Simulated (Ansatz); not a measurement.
Profile along the Hf–O line in HfO2 (tetragonal-ZrO2 type, space group P4_2/nmc)

HfO$_{2}$ (tetragonal-ZrO2 type, space group P4_2/nmc)

```xyz
6
Lattice="3.5768 0.0000 0.0000 0.0000 3.5768 0.0000 0.0000 0.0000 5.2026" Properties=species:S:1:pos:R:3 pbc="T T T"
Hf     0.0000     0.0000     0.0000
Hf     1.7884     1.7884     2.6013
O      0.0000     1.7884     1.0205
O      0.0000     1.7884     3.6219
O      1.7884     0.0000     1.5808
O      1.7884     0.0000     4.1821
```

Fields along a shortest Hf–O line of a (010) plane (2.06 Å), from Hf to O, interpolated on the slice's grid (step about 0.2 Å). Calculation: r2SCAN (plane waves to 500 eV, PAW, scalar-relativistic; Ansatz, a program for electronic structure). k mesh 9×9×7. Inside the PAW spheres the values are not all-electron values, and peaks at nuclei hang on which shells count as valence. HfO2 is run without spin polarisation. HfO2 was relaxed with its symmetry unable to fall. Spin-orbit coupling is left out, though Hf is heavy. This is a high-temperature form of HfO2.

```json
[
 {"distance from Hf (Å)": "0.00", "valence electron density (e/Å³)": "35.50", "electron localisation function": "x", "density of the highest valence band (e/Å³)": "0.008", "density of the lowest conduction band (e/Å³)": "0.021"},
 {"distance from Hf (Å)": "0.10", "valence electron density (e/Å³)": "33.92", "electron localisation function": "x", "density of the highest valence band (e/Å³)": "0.008", "density of the lowest conduction band (e/Å³)": "0.020"},
 {"distance from Hf (Å)": "0.21", "valence electron density (e/Å³)": "29.58", "electron localisation function": "x", "density of the highest valence band (e/Å³)": "0.008", "density of the lowest conduction band (e/Å³)": "0.019"},
 {"distance from Hf (Å)": "0.31", "valence electron density (e/Å³)": "23.51", "electron localisation function": "x", "density of the highest valence band (e/Å³)": "0.008", "density of the lowest conduction band (e/Å³)": "0.024"},
 {"distance from Hf (Å)": "0.41", "valence electron density (e/Å³)": "17.04", "electron localisation function": "0.84", "density of the highest valence band (e/Å³)": "0.006", "density of the lowest conduction band (e/Å³)": "0.030"},
 {"distance from Hf (Å)": "0.52", "valence electron density (e/Å³)": "11.27", "electron localisation function": "0.83", "density of the highest valence band (e/Å³)": "0.004", "density of the lowest conduction band (e/Å³)": "0.035"},
 {"distance from Hf (Å)": "0.62", "valence electron density (e/Å³)": "6.83", "electron localisation function": "0.77", "density of the highest valence band (e/Å³)": "0.003", "density of the lowest conduction band (e/Å³)": "0.036"},
 {"distance from Hf (Å)": "0.72", "valence electron density (e/Å³)": "3.83", "electron localisation function": "0.64", "density of the highest valence band (e/Å³)": "0.004", "density of the lowest conduction band (e/Å³)": "0.032"},
 {"distance from Hf (Å)": "0.82", "valence electron density (e/Å³)": "2.05", "electron localisation function": "0.43", "density of the highest valence band (e/Å³)": "0.007", "density of the lowest conduction band (e/Å³)": "0.025"},
 {"distance from Hf (Å)": "0.93", "valence electron density (e/Å³)": "1.17", "electron localisation function": "0.25", "density of the highest valence band (e/Å³)": "0.011", "density of the lowest conduction band (e/Å³)": "0.019"},
 {"distance from Hf (Å)": "1.03", "valence electron density (e/Å³)": "0.83", "electron localisation function": "0.21", "density of the highest valence band (e/Å³)": "0.017", "density of the lowest conduction band (e/Å³)": "0.015"},
 {"distance from Hf (Å)": "1.13", "valence electron density (e/Å³)": "0.79", "electron localisation function": "0.35", "density of the highest valence band (e/Å³)": "0.025", "density of the lowest conduction band (e/Å³)": "0.014"},
 {"distance from Hf (Å)": "1.24", "valence electron density (e/Å³)": "0.96", "electron localisation function": "0.58", "density of the highest valence band (e/Å³)": "0.037", "density of the lowest conduction band (e/Å³)": "0.014"},
 {"distance from Hf (Å)": "1.34", "valence electron density (e/Å³)": "1.34", "electron localisation function": "0.76", "density of the highest valence band (e/Å³)": "0.053", "density of the lowest conduction band (e/Å³)": "0.017"},
 {"distance from Hf (Å)": "1.44", "valence electron density (e/Å³)": "2.01", "electron localisation function": "0.83", "density of the highest valence band (e/Å³)": "0.073", "density of the lowest conduction band (e/Å³)": "0.022"},
 {"distance from Hf (Å)": "1.54", "valence electron density (e/Å³)": "3.05", "electron localisation function": "0.82", "density of the highest valence band (e/Å³)": "0.091", "density of the lowest conduction band (e/Å³)": "0.029"},
 {"distance from Hf (Å)": "1.65", "valence electron density (e/Å³)": "4.44", "electron localisation function": "0.75", "density of the highest valence band (e/Å³)": "0.097", "density of the lowest conduction band (e/Å³)": "0.034"},
 {"distance from Hf (Å)": "1.75", "valence electron density (e/Å³)": "5.83", "electron localisation function": "x", "density of the highest valence band (e/Å³)": "0.082", "density of the lowest conduction band (e/Å³)": "0.035"},
 {"distance from Hf (Å)": "1.85", "valence electron density (e/Å³)": "6.87", "electron localisation function": "x", "density of the highest valence band (e/Å³)": "0.050", "density of the lowest conduction band (e/Å³)": "0.031"},
 {"distance from Hf (Å)": "1.96", "valence electron density (e/Å³)": "7.36", "electron localisation function": "x", "density of the highest valence band (e/Å³)": "0.046", "density of the lowest conduction band (e/Å³)": "0.023"},
 {"distance from Hf (Å)": "2.06", "valence electron density (e/Å³)": "7.36", "electron localisation function": "x", "density of the highest valence band (e/Å³)": "0.046", "density of the lowest conduction band (e/Å³)": "0.016"}
]
```

x: too close to a nucleus for the ELF to mean much. Band densities are of whole bands, smooth part only.

Density on the Hf–O line (2.06 Å) at its density minimum, 1.1 Å from Hf: 0.78 e/Å³. ELF at that point: 0.3. Element round which the density of the highest valence band (whole band, smooth part) is largest on this plane: O.
